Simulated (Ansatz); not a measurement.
**What DFT gives for MnTlAs**

```xyz
9
Lattice="7.1956 0.0000 0.0000 -3.5978 6.2315 0.0000 0.0000 0.0000 3.9912" Properties=species:S:1:pos:R:3 pbc="T T T"
Mn    4.2742    0.0000    1.9956
Mn    1.4607    2.5300    1.9956
Mn   -2.1371    3.7015    1.9956
Tl    1.8493    0.0000    0.0000
Tl    2.6731    4.6300    0.0000
Tl   -0.9246    1.6015    0.0000
As    0.0000    0.0000    1.9956
As   -0.0004    4.1546    0.0000
As    3.5981    2.0770    0.0000
```

The numbers come from plane-wave PAW DFT (Ansatz): PBE, no spin polarisation, 420 eV, 6×6×9 Γ-centred k points, fermi-dirac occupations (width 0.1 eV). Nothing was relaxed.

**Contacts.** Tl–As at 2.71 Å: least valence density 0.33 e/Å³ and ELF 0.33 there. Mn–As at 2.92 Å: least valence density 0.21 e/Å³ and ELF 0.27 there. Mn–Tl at 3.14 Å: least valence density 0.15 e/Å³ and ELF 0.21 there. These are pseudo-fields; inside the PAW spheres they differ from the all-electron ones.
**Forces.** The largest is on Tl6 (and as large on other atoms): 1.31 eV/Å, components (-0.66, 1.14, 0.00). It makes 50° with the line to a nearest neighbour, As9 at 2.71 Å.
**Electronic structure.** It is a metal, with about 22 states/eV a cell as the mean within 0.25 eV of the Fermi level, mostly Mn d (89 %).
**Stress.** The pressure is 1.6 GPa (compression positive), so with the atoms held at these fractions the cell would first expand; the forces are large, so a full relaxation may end otherwise. The principal stresses -3.4, 4.1, 4.1 GPa differ, so its shape would change too.

Origin: a known structure type with other elements, at an estimated volume, so it need not be a known compound. Caveats: no spin polarisation, so a magnetic state may lie lower.
